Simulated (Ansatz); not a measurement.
C:
```
C
1.0
    0.00000     4.80573     4.80573
    4.80573     0.00000     4.80573
    4.80573     4.80573     0.00000
C
34
Direct
  0.25000   0.25000   0.25000
  0.00000   0.00000   0.00000
  0.34146   0.34146   0.34146
  0.90854   0.90854   0.90854
  0.34146   0.34146   0.97563
  0.90854   0.27437   0.90854
  0.97563   0.34146   0.34146
  0.90854   0.90854   0.27437
  0.34146   0.97563   0.34146
  0.27437   0.90854   0.90854
  0.12116   0.88860   0.49512
  0.49512   0.12116   0.88860
  0.88860   0.49512   0.12116
  0.36140   0.12884   0.75488
  0.12884   0.75488   0.36140
  0.75488   0.36140   0.12884
  0.49512   0.49512   0.12116
  0.88860   0.49512   0.49512
  0.12116   0.49512   0.88860
  0.12884   0.36140   0.75488
  0.75488   0.12884   0.75488
  0.36140   0.75488   0.75488
  0.88860   0.12116   0.49512
  0.12116   0.49512   0.49512
  0.49512   0.88860   0.49512
  0.75488   0.75488   0.12884
  0.75488   0.36140   0.75488
  0.75488   0.12884   0.36140
  0.49512   0.49512   0.88860
  0.49512   0.88860   0.12116
  0.49512   0.12116   0.49512
  0.75488   0.75488   0.36140
  0.36140   0.75488   0.12884
  0.12884   0.75488   0.75488
```

Relaxed with r²SCAN. Special points in fractions of this cell's reciprocal vectors: Γ (0.000, 0.000, 0.000); X (0.500, 0.000, 0.500); U (0.625, 0.250, 0.625); K (0.375, 0.375, 0.750); L (0.500, 0.500, 0.500); W (0.500, 0.250, 0.750).

### Question
List the band energies nearest the valence-band maximum at these points for r²SCAN (plane waves, PAW; program Ansatz).

### Answer
In eV from the valence-band maximum; about four levels below and three above (degenerate sets whole), none deeper than 8.9 eV; points with the same levels are listed once.

```csv
k,below,above
Γ,-0.24 -0.24 -0.24 -0.03 -0.03,3.96 3.96 3.96
X,-0.56 -0.56 -0.48 -0.48,5.48 5.48 6.33 6.33
U,-0.63 -0.40 -0.40 -0.27,5.11 5.36 5.99
L,-0.61 -0.61 -0.28 -0.28 0.00,4.30 5.64 6.17 6.17
W,-0.72 -0.72 -0.32 -0.32,5.38 5.38 5.82 5.82
```

Space group Fd-3m. The start of the workflow was typed in or built on a structure type. Its sites differ from those of the usual phase in this space group: another stacking or structure type. Symmetry was held in the r²SCAN relaxation; whether a distortion lowers the energy is not shown.

Potentials: the later of the program's two PAW sets.
